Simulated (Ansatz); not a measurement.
Consider the following.

AgI:
```yaml
crystal:
  lattice:
    - [4.48568, 0.00000, 0.00000]
    - [-2.24284, 3.88471, 0.00000]
    - [0.00000, 0.00000, 7.33908]
  atoms:
    - { symbol: Ag, position: [0.33333, 0.66667, 0.00262] }
    - { symbol: Ag, position: [0.66667, 0.33333, 0.50262] }
    - { symbol: I, position: [0.33333, 0.66667, 0.37728] }
    - { symbol: I, position: [0.66667, 0.33333, 0.87728] }
```

This is the LDA-relaxed structure.

**Question.** All from plane-wave PAW LDA (Ansatz code), unless another level is named. Give the Born charges (a third of the trace).

**Answer.** Ag +1.14, I -1.14 e.

**Question.** And the electronic dielectric constant ε∞ (DFPT)?

**Answer.** 5.77 (xx = yy), 5.85 (zz).

**Question.** Predict the static dielectric constant ε0 (ions relaxed, cell fixed).

**Answer.** 6.94 (xx = yy), 7.13 (zz).

Space group P6_3mc (wurtzite). Symmetry was held in the LDA relaxation. No spin polarisation was allowed. Spin–orbit coupling is left out wherever it is not named.

Potentials: the earlier of the program's two PAW sets. The files were generated under PBE; for other functionals the program regenerates the frozen cores, and for LDA and PBEsol the local potential too.
